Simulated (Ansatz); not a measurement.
## Notes on CsPbCl$_{3}$

```
CELL_PARAMETERS angstrom
5.56764 0.00000 0.00000
0.00000 5.56764 0.00000
0.00000 0.00000 5.56764
ATOMIC_POSITIONS crystal
Cs 0.00000 0.00000 0.00000
Pb 0.50000 0.50000 0.50000
Cl 0.50000 0.50000 0.00000
Cl 0.00000 0.50000 0.50000
Cl 0.50000 0.00000 0.50000
```

Level: r2SCAN, no spin polarisation; 500 eV; 5×5×5 Γ-centred mesh; fermi-dirac occupations (width 0.1 eV); Ansatz 0.2.0, fixed geometry.

(1) How is the charge shared?

(2) Is the cell too large or too small?

(3) Is there a gap, and of what kind?

(4) What is the character of the valence top and the conduction bottom?

Origin: a database entry at a rescaled volume. Caveats: no spin-orbit coupling, which can shift this gap by tenths of an eV; the mesh misses a band edge that the path finds.

Answers

(1) Bader charges in e: Cs +0.90, Pb +1.31, Cl -0.74. In the mean Pb gives up most and Cl takes most.

(2) The pressure is 1.6 GPa (compression positive), so with the atoms held at these fractions the cell would first expand.

(3) The gap is 2.19 eV, direct at the points sampled.

(4) Within 0.7 eV of the edges, the states project mainly on Cl p (60 %) and Pb s (29 %) below the gap and on Pb p (76 %) above it.
